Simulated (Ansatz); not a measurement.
Relaxed-ion elastic tensor of PbSe (zinc blende, F-43m) in GPa (Voigt order), plane-wave PAW PBE (Ansatz code); density 5.79 g/cm³, 41.06 Å³ per atom.

|  | 1 | 2 | 3 | 4 | 5 | 6 |
|---|---|---|---|---|---|---|
| 1 | 33.4 | 29.3 | 29.3 | 0.0 | 0.0 | 0.0 |
| 2 | 29.3 | 33.4 | 29.3 | 0.0 | 0.0 | 0.0 |
| 3 | 29.3 | 29.3 | 33.4 | 0.0 | 0.0 | 0.0 |
| 4 | 0.0 | 0.0 | 0.0 | -4.8 | 0.0 | 0.0 |
| 5 | 0.0 | 0.0 | 0.0 | 0.0 | -4.8 | 0.0 |
| 6 | 0.0 | 0.0 | 0.0 | 0.0 | 0.0 | -4.8 |

**Question.** Is the crystal mechanically stable?

**Answer.** No: the smallest eigenvalue of C is -4.8 GPa.

A made-up cell: these elements were put on the sites of a structure type; neither database checked (COD, Materials Project) lists it. It is not the phase usual at ambient conditions (space group No. 225). The PBE relaxation kept the symmetry of its start. At this level the phase is mechanically unstable. Scalar-relativistic: spin–orbit coupling is off unless named, which matters more the heavier the elements.

Potentials: the later of the program's two PAW sets.
